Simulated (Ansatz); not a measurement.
Be$_{2}$C (fluorite or antifluorite type, space group No. 225), DFT-LDA in the program Ansatz with PAW potentials. The conduction-band minimum lies at X, with 3 equivalent valleys. Second derivatives d²E/dk² of the lowest band at one valley (eV·Å²), along Cartesian directions:

| direction | d²E/dk² |
|---|---|
| [100] | 10.74 |
| [010] | 32.47 |
| [001] | 32.47 |
| [110] | 21.61 |
| [101] | 21.61 |
| [011] | 32.46 |

Task: Find the principal effective masses, the density-of-states mass and the conductivity mass.

Result: Off-diagonal terms follow from H_xy = H[110] − (H_xx + H_yy)/2, and m*/mₑ = 7.620 eV·Å² over each eigenvalue: 0.23, 0.23, 0.71. One valley's DOS mass (m₁m₂m₃)^(1/3) = 0.34, conductivity mass 3/(Σ 1/mᵢ) = 0.30 mₑ.

Task: What effective density of states Nc follows at 300 K for parabolic valleys?

Result: Nc = 2.509e19 × 3 × (0.34)^(3/2) ≈ 1.5e19 cm⁻³.

Task: With the computed static dielectric constant 14.0 (mean of the diagonal), estimate a hydrogenic donor's binding energy and radius.

Result: E = 13.606 eV × 0.30/14.0² ≈ 21 meV; a = 0.529 Å × ε/m* ≈ 25 Å. Semilocal masses tend to be too small where the gap is.

Space group Fm-3m (fluorite or antifluorite type). Symmetry was held in the LDA relaxation; phonons on a q-mesh show no instability.

Potentials: the later of the program's two PAW sets.
